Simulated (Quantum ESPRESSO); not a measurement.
## In3Mo3RuCu (one run as intended and one with a planted mistake)

A calculation, not a measurement. The program is pw.x of Quantum ESPRESSO 7.5 (plane-wave density functional theory). The cell is made up: eight metal atoms on a hexagonal close-packed lattice, with elements, volume, strain and displacements drawn at random and not relaxed, so it may be unstable or far from any real phase. PseudoDojo standard norm-conserving files set the functional (PBE unless stated); there is no spin polarisation or spin-orbit coupling, the Fermi-Dirac width of 0.25 eV means electrons at about 2900 K, and the masses in the input are unused placeholders. The copper pseudopotential is less sure than most, with forces differing by about three percent and pressure by about two GPa from a second method on plain copper. A spin test at this wide smearing found no moment, but such smearing suppresses magnetism that the real alloy may have.

Intended input:

```
&control calculation='scf', pseudo_dir='./dojo.nc.sr.pbe.v0_5.standard.upf', outdir='./o', disk_io='minimal', tprnfor=.true., tstress=.true. /
&system ibrav=0, nat=8, ntyp=4, nbnd=72, ecutwfc=92.02030273, nosym=.true., tot_charge=0,
 occupations='smearing', smearing='fd', degauss=0.0183746611
/
&electrons conv_thr=1.470e-08, electron_maxstep=70, mixing_beta=0.5 /
ATOMIC_SPECIES
Cu 1.0 Cu.upf
In 1.0 In.upf
Mo 1.0 Mo.upf
Ru 1.0 Ru.upf
CELL_PARAMETERS angstrom
2.8035 -0.0486 -0.0148
1.4684 -2.467 -4.6687
1.3001 7.211 -4.6204
ATOMIC_POSITIONS angstrom
In 0.0117 -0.0075 -0.0158
In 1.4521 2.3633 -4.5262
Mo 1.4319 -0.7566 -2.317
In 2.7745 1.6391 -7.0748
Ru 2.5581 4.867 -4.6704
Mo 2.774 -0.1704 -4.6675
Mo 2.6827 1.4009 -2.3926
Cu 4.1093 3.9259 -6.9254
K_POINTS automatic
9 5 3 1 1 1
```

The log is shortened where brackets say so; the opening notice, blank lines, dates and the lines on written files are dropped, and the path of the files is cut. It prints rydbergs, bohrs and kilobars, and counts compression as positive stress. Its total energy is the free energy E - TS of the whole cell.

Log of the intended run:

```
     Program PWSCF v.7.5
     Parallel version (MPI & OpenMP), running on       4 processor cores
     Number of MPI processes:                 4
     Threads/MPI process:                     1
     [start-up lines left out]
     bravais-lattice index     =            0
     lattice parameter (alat)  =       5.2987  a.u.
     unit-cell volume          =     850.9614 (a.u.)^3
     number of atoms/cell      =            8
     number of atomic types    =            4
     number of electrons       =       116.00
     number of Kohn-Sham states=           72
     kinetic-energy cutoff     =      92.0203  Ry
     charge density cutoff     =     368.0812  Ry
     scf convergence threshold =      1.5E-08
     mixing beta               =       0.5000
     number of iterations used =            8  plain     mixing
     Exchange-correlation= PBE
                           (   1   4   3   4   0   0   0)
     [axes and pseudopotential details left out]
   Cartesian axes
     site n.     atom                  positions (alat units)
         1        In     tau(   1) = (   0.0041727  -0.0026748  -0.0056349  )
         2        In     tau(   2) = (   0.5178747   0.8428436  -1.6142169  )
         3        Mo     tau(   3) = (   0.5106706  -0.2698326  -0.8263312  )
         4        In     tau(   4) = (   0.9894933   0.5845661  -2.5231456  )
         5        Ru     tau(   5) = (   0.9123168   1.7357593  -1.6656441  )
         6        Mo     tau(   6) = (   0.9893150  -0.0607712  -1.6646099  )
         7        Mo     tau(   7) = (   0.9567539   0.4996148  -0.8532931  )
         8        Cu     tau(   8) = (   1.4655343   1.4001268  -2.4698638  )
     number of k points=    68  Fermi-Dirac smearing, width (Ry)=  0.0184
                       cart. coord. in units 2pi/alat
        k(    1) = (   0.0556389   0.0205492  -0.0534176), wk =   0.0296296
        k(    2) = (   0.0528166  -0.1731564   0.0480512), wk =   0.0296296
     [further k points left out]
     Dense  grid:   101495 G-vectors     FFT dimensions: (  36,  64, 100)
     Estimated max dynamical RAM per process >     409.05 MB
     Estimated total dynamical RAM >       1.53 GB
     Initial potential from superposition of free atoms
     starting charge     115.9829, renormalised to     116.0000
     Starting wfcs are   77 randomized atomic wfcs
     total cpu time spent up to now is        6.8 secs
     per-process dynamical memory:   339.6 Mb
     Self-consistent Calculation
     iteration #  1     ecut=    92.02 Ry     beta= 0.50
     Davidson diagonalization with overlap
     ethr =  1.00E-02,  avg # of iterations =  4.7
     total cpu time spent up to now is       24.0 secs
     total energy              =   -1396.30354102 Ry
     estimated scf accuracy    <       7.77908311 Ry
     iteration #  2     ecut=    92.02 Ry     beta= 0.50
     Davidson diagonalization with overlap
     ethr =  6.71E-03,  avg # of iterations =  3.1
     total cpu time spent up to now is       42.9 secs
     total energy              =   -1392.75185795 Ry
     estimated scf accuracy    <     128.01605548 Ry
     [iterations 3 to 17 left out]
     iteration # 18     ecut=    92.02 Ry     beta= 0.50
     Davidson diagonalization with overlap
     ethr =  8.22E-11,  avg # of iterations =  2.0
     total cpu time spent up to now is      274.3 secs
     total energy              =   -1401.49662318 Ry
     estimated scf accuracy    <       0.00000006 Ry
     iteration # 19     ecut=    92.02 Ry     beta= 0.50
     Davidson diagonalization with overlap
     ethr =  5.30E-11,  avg # of iterations =  1.0
     total cpu time spent up to now is      286.4 secs
     End of self-consistent calculation
     [lines on levels left out]
!    total energy              =   -1401.49662318 Ry
     estimated scf accuracy    <          4.1E-09 Ry
     smearing contrib. (-TS)   =      -0.10620369 Ry
     internal energy E=F+TS    =   -1401.39041949 Ry
     The total energy is F=E-TS. E is the sum of the following terms:
     one-electron contribution =    -413.79526476 Ry
     hartree contribution      =     297.63781254 Ry
     xc contribution           =    -263.76407793 Ry
     ewald contribution        =   -1021.46888934 Ry
     convergence has been achieved in  19 iterations
     Forces acting on atoms (cartesian axes, Ry/au):
     atom    1 type  2   force =    -0.02146856   -0.04380496    0.06914733
     atom    2 type  2   force =    -0.02469020    0.02196686   -0.07567773
     atom    3 type  3   force =     0.00212391   -0.05149533   -0.02592269
     atom    4 type  2   force =    -0.01395994    0.00470443    0.02508731
     atom    5 type  4   force =     0.03110830   -0.01810979   -0.04191162
     atom    6 type  3   force =     0.02704816    0.04635753   -0.01399927
     atom    7 type  3   force =    -0.00122110    0.01715013    0.04925409
     atom    8 type  1   force =     0.00105943    0.02323113    0.01402260
     Total force =     0.166562     Total SCF correction =     0.000386
     Computing stress (Cartesian axis) and pressure
          total   stress  (Ry/bohr**3)                   (kbar)     P=      210.54
   0.00170584   0.00005708   0.00002415          250.94        8.40        3.55
   0.00005708   0.00128486   0.00012281            8.40      189.01       18.07
   0.00002415   0.00012281   0.00130297            3.55       18.07      191.67
     init_run     :      6.31s CPU      6.59s WALL (       1 calls)
     electrons    :    271.56s CPU    279.57s WALL (       1 calls)
     forces       :      2.05s CPU      2.06s WALL (       1 calls)
     stress       :      7.27s CPU      7.28s WALL (       1 calls)
     [timing details left out]
     PWSCF        :   4m47.40s CPU   4m55.78s WALL
     JOB DONE.
```

A second run has one planted mistake: the cell and the positions are scaled by a wrong factor. The input lines that differ:

```
- 2.8035 -0.0486 -0.0148
- 1.4684 -2.467 -4.6687
- 1.3001 7.211 -4.6204
+ 2.7586 -0.0478 -0.0146
+ 1.4449 -2.4275 -4.594
+ 1.2793 7.0956 -4.5465
- In 0.0117 -0.0075 -0.0158
- In 1.4521 2.3633 -4.5262
- Mo 1.4319 -0.7566 -2.317
- In 2.7745 1.6391 -7.0748
- Ru 2.5581 4.867 -4.6704
- Mo 2.774 -0.1704 -4.6675
- Mo 2.6827 1.4009 -2.3926
- Cu 4.1093 3.9259 -6.9254
+ In 0.0115 -0.0074 -0.0155
+ In 1.4289 2.3255 -4.4538
+ Mo 1.409 -0.7445 -2.2799
+ In 2.7301 1.6129 -6.9616
+ Ru 2.5172 4.7891 -4.5957
+ Mo 2.7296 -0.1677 -4.5928
+ Mo 2.6398 1.3785 -2.3543
+ Cu 4.0436 3.8631 -6.8146
```

Its log:

```
     Program PWSCF v.7.5
     Parallel version (MPI & OpenMP), running on       4 processor cores
     Number of MPI processes:                 4
     Threads/MPI process:                     1
     [start-up lines left out]
     bravais-lattice index     =            0
     lattice parameter (alat)  =       5.2139  a.u.
     unit-cell volume          =     810.7458 (a.u.)^3
     number of atoms/cell      =            8
     number of atomic types    =            4
     number of electrons       =       116.00
     number of Kohn-Sham states=           72
     kinetic-energy cutoff     =      92.0203  Ry
     charge density cutoff     =     368.0812  Ry
     scf convergence threshold =      1.5E-08
     mixing beta               =       0.5000
     number of iterations used =            8  plain     mixing
     Exchange-correlation= PBE
                           (   1   4   3   4   0   0   0)
     [axes and pseudopotential details left out]
   Cartesian axes
     site n.     atom                  positions (alat units)
         1        In     tau(   1) = (   0.0041681  -0.0026821  -0.0056179  )
         2        In     tau(   2) = (   0.5178951   0.8428617  -1.6142497  )
         3        Mo     tau(   3) = (   0.5106825  -0.2698390  -0.8263343  )
         4        In     tau(   4) = (   0.9895063   0.5845847  -2.5231848  )
         5        Ru     tau(   5) = (   0.9123421   1.7357769  -1.6656804  )
         6        Mo     tau(   6) = (   0.9893251  -0.0607817  -1.6646293  )
         7        Mo     tau(   7) = (   0.9567777   0.4996280  -0.8533001  )
         8        Cu     tau(   8) = (   1.4655755   1.4001545  -2.4699057  )
     number of k points=    68  Fermi-Dirac smearing, width (Ry)=  0.0184
                       cart. coord. in units 2pi/alat
        k(    1) = (   0.0556380   0.0205487  -0.0534166), wk =   0.0296296
        k(    2) = (   0.0528186  -0.1731545   0.0480507), wk =   0.0296296
     [further k points left out]
     Dense  grid:    96651 G-vectors     FFT dimensions: (  32,  64, 100)
     Estimated max dynamical RAM per process >     389.01 MB
     Estimated total dynamical RAM >       1.45 GB
     Initial potential from superposition of free atoms
     starting charge     115.9829, renormalised to     116.0000
     Starting wfcs are   77 randomized atomic wfcs
     total cpu time spent up to now is        7.0 secs
     per-process dynamical memory:   315.7 Mb
     Self-consistent Calculation
     iteration #  1     ecut=    92.02 Ry     beta= 0.50
     Davidson diagonalization with overlap
     ethr =  1.00E-02,  avg # of iterations =  4.9
     total cpu time spent up to now is       24.8 secs
     total energy              =   -1395.93466859 Ry
     estimated scf accuracy    <       8.19467927 Ry
     iteration #  2     ecut=    92.02 Ry     beta= 0.50
     Davidson diagonalization with overlap
     ethr =  7.06E-03,  avg # of iterations =  3.3
     total cpu time spent up to now is       44.7 secs
     total energy              =   -1392.19229055 Ry
     estimated scf accuracy    <     135.72591551 Ry
     [iterations 3 to 17 left out]
     iteration # 18     ecut=    92.02 Ry     beta= 0.50
     Davidson diagonalization with overlap
     ethr =  2.72E-11,  avg # of iterations =  2.0
     total cpu time spent up to now is      373.0 secs
     total energy              =   -1401.42235304 Ry
     estimated scf accuracy    <       0.00000002 Ry
     iteration # 19     ecut=    92.02 Ry     beta= 0.50
     Davidson diagonalization with overlap
     ethr =  1.86E-11,  avg # of iterations =  1.0
     total cpu time spent up to now is      391.0 secs
     End of self-consistent calculation
     [lines on levels left out]
!    total energy              =   -1401.42235304 Ry
     estimated scf accuracy    <          4.1E-09 Ry
     smearing contrib. (-TS)   =      -0.10124975 Ry
     internal energy E=F+TS    =   -1401.32110329 Ry
     The total energy is F=E-TS. E is the sum of the following terms:
     one-electron contribution =    -389.02923252 Ry
     hartree contribution      =     289.93223478 Ry
     xc contribution           =    -264.13986722 Ry
     ewald contribution        =   -1038.08423833 Ry
     convergence has been achieved in  19 iterations
     Forces acting on atoms (cartesian axes, Ry/au):
     atom    1 type  2   force =    -0.02482590   -0.04865145    0.08326034
     atom    2 type  2   force =    -0.02910971    0.02610402   -0.09082871
     atom    3 type  3   force =    -0.00136876   -0.07080763   -0.02773527
     atom    4 type  2   force =    -0.01683005    0.00568674    0.03392899
     atom    5 type  4   force =     0.03738298   -0.02477758   -0.04678863
     atom    6 type  3   force =     0.03135724    0.05430341   -0.02126774
     atom    7 type  3   force =     0.00234985    0.03311006    0.05564630
     atom    8 type  1   force =     0.00104435    0.02503243    0.01378472
     Total force =     0.201363     Total SCF correction =     0.000409
     Computing stress (Cartesian axis) and pressure
          total   stress  (Ry/bohr**3)                   (kbar)     P=      337.79
   0.00261228   0.00008960   0.00002950          384.28       13.18        4.34
   0.00008960   0.00214972   0.00012249           13.18      316.23       18.02
   0.00002950   0.00012249   0.00212682            4.34       18.02      312.87
     init_run     :      6.49s CPU      6.75s WALL (       1 calls)
     electrons    :    377.77s CPU    383.94s WALL (       1 calls)
     forces       :      2.13s CPU      2.14s WALL (       1 calls)
     stress       :      7.69s CPU      7.69s WALL (       1 calls)
     [timing details left out]
     PWSCF        :   6m34.38s CPU   6m40.82s WALL
     JOB DONE.
```

```
                                            intended run  run with the mistake
                          free energy (eV)    -19068.333            -19067.322
         entropy term -TS, part of it (eV)        -1.445                -1.378
                            pressure (GPa)         21.05                 33.78
size of the largest force component (eV/Å)         1.946                 2.335
largest change of a force component (eV/Å)                               0.497
                                iterations            19                    19
```

For scale, a rerun of the intended cell at a higher cutoff and on a denser mesh moved values by no more than 0.004 eV in energy, 0.05 GPa in stress and 0.010 eV/Å in force, and a second program with other atomic files agreed on that cell to 2 % rms in force and 0.5 GPa in pressure.